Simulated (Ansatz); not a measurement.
C:
Space group Imma (No. 74); a = 4.8756 Å, b = 7.7770 Å, c = 3.2682 Å, α = β = γ = 90.00°

```
atom  site  symmetry       x       y       z
----  ----  --------  ------  ------  ------
C       8g       .2.  0.2500  0.1616  0.2500
C       8h       m..  0.0000  0.0729  0.1223
```
(The calculation used a cell of 8 atoms; values per cell refer to that cell.)

Relaxed at zero pressure with DFT-r²SCAN in the program Ansatz with PAW potentials.

Q: The volume is lowered by 9 % and shape and atoms relax at that volume. What pressure results, and how do the axes share the change?

A: 17.0 GPa; a -1.1 %, b 0.1 %, c -8.0 %; the energy rises by 34 meV/atom.

Q: Give the new structure.

A: 
Space group Imma (No. 74); a = 4.8207 Å, b = 7.7839 Å, c = 3.0052 Å, α = β = γ = 90.00°

```json
[
 {"atom": "C", "site": "8g", "symmetry": ".2.", "x": "0.2500", "y": "0.1623", "z": "0.2500"},
 {"atom": "C", "site": "8h", "symmetry": "m..", "x": "0.0000", "y": "0.0741", "z": "0.1259"}
]
```

The phase is kept; no other phase was compared at this pressure.

The start of the workflow was typed in or built on a structure type; neither database checked (COD, Materials Project) lists it. It is not the phase usual at ambient conditions (space group No. 194, 227). The r²SCAN relaxation kept the symmetry of its start; its stability against distortions is not shown here.

Potentials: the later of the program's two PAW sets.
